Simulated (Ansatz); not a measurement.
Clean, relaxed (100) slab of AlNi (Pm-3m (No. 221)), 6 planes, outer planes Al (top) and Ni (bottom):

```xyz
6
Lattice="2.8622 0.0000 0.0000 0.0000 2.8622 0.0000 0.0000 0.0000 24.1554" Properties=species:S:1:pos:R:3 pbc="T T T"
Ni    1.4311    1.4311    8.5000
Al    0.0000    0.0000    9.9311
Ni    1.4311    1.4311   11.3622
Al    0.0000    0.0000   12.7964
Ni    1.4311    1.4311   14.2837
Al    0.0000    0.0000   15.6270
```

Theory: DFT PBEsol, scalar-relativistic, plane waves, PAW (Ansatz 0.2.0). Cutoff 420 eV; k points 10×10×1 on the computed 6-atom cell (Γ-centred); Gaussian smearing, width 0.10 eV; no spin polarisation. The cell repeats along c with a dipole correction in the vacuum.

Each adsorbate, one a 1×1 cell of 8.2 Å², is relaxed from two or three sites of the top face, and its lowest end is kept. E_ads counts from the clean slab and the free, spin-polarised adsorbate; heights from the highest slab atom; Δp along +c.

```json
{"adsorbate": "C", "lowest E_ads (eV)": "-6.94", "bonded neighbours": "5", "height (Å)": "0.06", "Δp (e·Å)": "-0.004"}
{"adsorbate": "O", "lowest E_ads (eV)": "-6.89", "bonded neighbours": "5", "height (Å)": "0.60", "Δp (e·Å)": "-0.002"}
{"adsorbate": "F", "lowest E_ads (eV)": "-5.98", "bonded neighbours": "2", "height (Å)": "1.25", "Δp (e·Å)": "-0.044"}
```

Problem. What do you expect for B?

Solution. E_ads = -5.06 eV, 5 bonded neighbours, height 0.63 Å, Δp = -0.055 e·Å. That is the weakest of the 4.

Spin polarisation was left out, and a magnetic state may lie lower.